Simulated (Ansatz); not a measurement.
Data:

C$_{3}$H$_{2}$BO:
```yaml
crystal:
  lattice:
    - [11.38347, 7.51434, 0.00000]
    - [-11.38347, 7.51434, 0.00000]
    - [-0.37618, 0.00000, 3.76920]
  atoms:
    - { symbol: B, position: [0.77340, 0.38659, 0.76843] }
    - { symbol: B, position: [0.61341, 0.22660, 0.76843] }
    - { symbol: B, position: [0.61439, 0.38561, 0.44456] }
    - { symbol: B, position: [0.22660, 0.61341, 0.23157] }
    - { symbol: B, position: [0.38659, 0.77340, 0.23157] }
    - { symbol: B, position: [0.38561, 0.61439, 0.55544] }
    - { symbol: O, position: [0.56223, 0.27951, 0.54892] }
    - { symbol: O, position: [0.72049, 0.43777, 0.54892] }
    - { symbol: O, position: [0.71866, 0.28134, 0.88017] }
    - { symbol: O, position: [0.43777, 0.72049, 0.45108] }
    - { symbol: O, position: [0.27951, 0.56223, 0.45108] }
    - { symbol: O, position: [0.28134, 0.71866, 0.11983] }
    - { symbol: C, position: [0.89186, 0.44605, 0.89097] }
    - { symbol: C, position: [0.55395, 0.10814, 0.89097] }
    - { symbol: C, position: [0.55508, 0.44492, 0.20564] }
    - { symbol: C, position: [0.10814, 0.55395, 0.10903] }
    - { symbol: C, position: [0.44605, 0.89186, 0.10903] }
    - { symbol: C, position: [0.44492, 0.55508, 0.79436] }
    - { symbol: C, position: [0.94856, 0.39175, 0.08715] }
    - { symbol: C, position: [0.44472, 0.05489, 0.80596] }
    - { symbol: C, position: [0.60718, 0.55300, 0.10085] }
    - { symbol: C, position: [0.05144, 0.60825, 0.91285] }
    - { symbol: C, position: [0.55528, 0.94511, 0.19404] }
    - { symbol: C, position: [0.39282, 0.44700, 0.89915] }
    - { symbol: C, position: [0.55300, 0.60718, 0.89915] }
    - { symbol: C, position: [0.39175, 0.94856, 0.91285] }
    - { symbol: C, position: [0.05489, 0.44472, 0.19404] }
    - { symbol: C, position: [0.44700, 0.39282, 0.10085] }
    - { symbol: C, position: [0.60825, 0.05144, 0.08715] }
    - { symbol: C, position: [0.94511, 0.55528, 0.80596] }
    - { symbol: H, position: [0.90802, 0.30722, 0.15552] }
    - { symbol: H, position: [0.40212, 0.09772, 0.65179] }
    - { symbol: H, position: [0.69076, 0.59401, 0.18103] }
    - { symbol: H, position: [0.09198, 0.69278, 0.84448] }
    - { symbol: H, position: [0.59788, 0.90228, 0.34821] }
    - { symbol: H, position: [0.30924, 0.40599, 0.81897] }
    - { symbol: H, position: [0.59401, 0.69076, 0.81897] }
    - { symbol: H, position: [0.30722, 0.90802, 0.84448] }
    - { symbol: H, position: [0.09772, 0.40212, 0.34821] }
    - { symbol: H, position: [0.40599, 0.30924, 0.18103] }
    - { symbol: H, position: [0.69278, 0.09198, 0.15552] }
    - { symbol: H, position: [0.90228, 0.59788, 0.65179] }
```

This is the r²SCAN+D4-relaxed structure. Tensor components refer to the Cartesian frame of this cell.

All from DFT-r²SCAN+D4 in the program Ansatz with PAW potentials, unless another level is named. Predict the bulk modulus (Birch–Murnaghan fit).

6.4 GPa.

And the elastic constants (relaxed ions, GPa)?

C11 = 43.0, C22 = 96.0, C33 = 17.0, C12 = 50.4, C13 = 22.2, C23 = 25.2, C44 = 3.9, C55 = 23.3, C66 = 6.7, C15 = 29.0, C25 = 35.6, C35 = 13.3, C46 = 4.6.

Space group C2/m. The cell is a constructed one: a structure type filled with these elements; neither database checked (COD, Materials Project) lists it. Whether it is the stable phase at ambient conditions was not checked. Symmetry was held in the r²SCAN+D4 relaxation; its stability against distortions is not shown here.

Potentials: the later of the program's two PAW sets.
